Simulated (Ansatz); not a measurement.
Input, command and steps of an Ansatz relaxation.

```yaml
crystal:
  lattice:
    - [3.5002419582, 0.0, 0.0]
    - [-1.7501209791, 3.0312984552, 0.0]
    - [0.0, 0.0, 3.779331018]
  atoms:
    - { symbol: Mo, position: [0.3333333333, 0.6666666667, 0.5] }
    - { symbol: Mo, position: [0.6666666667, 0.3333333333, 0.5] }
    - { symbol: Os, position: [0.0, 0.0, 0.0] }
basis:
  ecutwfc: 420
kpoints:
  mp_grid: { grid: [6, 6, 4] }
hamiltonian:
  xc: pbe
scf:
  occupations: { method: gaussian, width: 0.1 }
  lower_state_search: "off"
output:
  forces: true
  stress: true
  eigenvalues: true
relax:
  adjacent_minimum: "off"
  f_tol: 0.04
  max_steps: 70
  cell: { stress_tol: 0.4 }
```

```bash
ansatz run input.yaml --threads 1 --pin off --max-ram 2560MiB --backend cpu --events-out ev --progress --plain --runs-dir out
```

All numbers below come from DFT PBE, scalar-relativistic, plane waves, PAW in Ansatz.

Of 14 frames 10 are shown, positions in Å and forces in eV/Å; the SCF threshold varies from step to step. Steps run on the plane waves of an earlier cell, with a Pulay correction in the pressure. The basis is chosen afresh for the last frame, the zero of the energies, and at times for earlier ones too; energy and pressure step there, also at an unchanged geometry. Here that happened at step 11 (-80 meV/atom, 7.4 GPa); the frames before carry an error of that size.

```xyz
3
Lattice="3.5002 0.0000 0.0000 -1.7501 3.0313 0.0000 0.0000 0.0000 3.7793" Properties=species:S:1:pos:R:3:forces:R:3 pbc="T T T" step=1 free_energy_over_end_meV_per_atom=2787.41 pressure_GPa=119.02
Mo    0.0000    2.0209    1.8897    0.0000    0.0000    0.0000
Mo    1.7501    1.0104    1.8897    0.0000    0.0000    0.0000
Os    0.0000    0.0000    0.0000    0.0000    0.0000    0.0000
3
Lattice="3.6712 0.0000 0.0000 -1.8356 3.1794 0.0000 0.0000 0.0000 3.8048" Properties=species:S:1:pos:R:3:forces:R:3 pbc="T T T" step=2 free_energy_over_end_meV_per_atom=1746.24 pressure_GPa=57.97
Mo    0.0000    2.1196    1.9024    0.0000    0.0000    0.0000
Mo    1.8356    1.0598    1.9024    0.0000    0.0000    0.0000
Os    0.0000    0.0000    0.0000    0.0000    0.0000    0.0000
3
Lattice="3.9898 0.0000 0.0000 -1.9949 3.4553 0.0000 0.0000 0.0000 3.5141" Properties=species:S:1:pos:R:3:forces:R:3 pbc="T T T" step=4 free_energy_over_end_meV_per_atom=827.72 pressure_GPa=9.82
Mo    0.0000    2.3035    1.7571    0.0000    0.0000    0.0000
Mo    1.9949    1.1518    1.7571    0.0000    0.0000    0.0000
Os    0.0000    0.0000    0.0000    0.0000    0.0000    0.0000
3
Lattice="4.0895 0.0000 0.0000 -2.0448 3.5416 0.0000 0.0000 0.0000 3.3291" Properties=species:S:1:pos:R:3:forces:R:3 pbc="T T T" step=5 free_energy_over_end_meV_per_atom=580.87 pressure_GPa=3.55
Mo    0.0000    2.3611    1.6645    0.0000    0.0000    0.0000
Mo    2.0448    1.1805    1.6645    0.0000    0.0000    0.0000
Os    0.0000    0.0000    0.0000    0.0000    0.0000    0.0000
3
Lattice="4.2283 0.0000 0.0000 -2.1141 3.6618 0.0000 0.0000 0.0000 2.9573" Properties=species:S:1:pos:R:3:forces:R:3 pbc="T T T" step=7 free_energy_over_end_meV_per_atom=197.12 pressure_GPa=3.10
Mo    0.0000    2.4412    1.4786    0.0000    0.0000    0.0000
Mo    2.1141    1.2206    1.4786    0.0000    0.0000    0.0000
Os    0.0000    0.0000    0.0000    0.0000    0.0000    0.0000
3
Lattice="4.3046 0.0000 0.0000 -2.1523 3.7279 0.0000 0.0000 0.0000 2.7733" Properties=species:S:1:pos:R:3:forces:R:3 pbc="T T T" step=8 free_energy_over_end_meV_per_atom=98.28 pressure_GPa=5.57
Mo    0.0000    2.4852    1.3867    0.0000    0.0000    0.0000
Mo    2.1523    1.2426    1.3867    0.0000    0.0000    0.0000
Os    0.0000    0.0000    0.0000    0.0000    0.0000    0.0000
3
Lattice="4.3304 0.0000 0.0000 -2.1652 3.7502 0.0000 0.0000 0.0000 2.7815" Properties=species:S:1:pos:R:3:forces:R:3 pbc="T T T" step=10 free_energy_over_end_meV_per_atom=94.26 pressure_GPa=-0.08
Mo    0.0000    2.5002    1.3907    0.0000    0.0000    0.0000
Mo    2.1652    1.2501    1.3907    0.0000    0.0000    0.0000
Os    0.0000    0.0000    0.0000    0.0000    0.0000    0.0000
3
Lattice="4.3304 0.0000 0.0000 -2.1652 3.7502 0.0000 0.0000 0.0000 2.7815" Properties=species:S:1:pos:R:3:forces:R:3 pbc="T T T" step=11 free_energy_over_end_meV_per_atom=13.80 pressure_GPa=7.31
Mo    0.0000    2.5002    1.3907    0.0000    0.0000    0.0000
Mo    2.1652    1.2501    1.3907    0.0000    0.0000    0.0000
Os    0.0000    0.0000    0.0000    0.0000    0.0000    0.0000
3
Lattice="4.3917 0.0000 0.0000 -2.1959 3.8033 0.0000 0.0000 0.0000 2.7696" Properties=species:S:1:pos:R:3:forces:R:3 pbc="T T T" step=13 free_energy_over_end_meV_per_atom=0.11 pressure_GPa=-0.05
Mo    0.0000    2.5356    1.3848    0.0000    0.0000    0.0000
Mo    2.1959    1.2678    1.3848    0.0000    0.0000    0.0000
Os    0.0000    0.0000    0.0000    0.0000    0.0000    0.0000
3
Lattice="4.3917 0.0000 0.0000 -2.1959 3.8033 0.0000 0.0000 0.0000 2.7696" Properties=species:S:1:pos:R:3:forces:R:3 pbc="T T T" step=14 free_energy_over_end_meV_per_atom=0.00 pressure_GPa=-0.07
Mo    0.0000    2.5356    1.3848    0.0000    0.0000    0.0000
Mo    2.1959    1.2678    1.3848    0.0000    0.0000    0.0000
Os    0.0000    0.0000    0.0000    0.0000    0.0000    0.0000
```

The start puts this composition into another compound's structure type, which needn't suit it. At the end the space group is P6/mmm (tolerance 0.05 Å).

The run took 14 s on 1 thread of INTEL(R) XEON(R) PLATINUM 8581C CPU @ 2.30GHz (Emerald Rapids), on a shared host, peak memory 0.4 GiB.

The k mesh is coarse. Spin–orbit coupling is left out, which can shift energies with elements as heavy as these.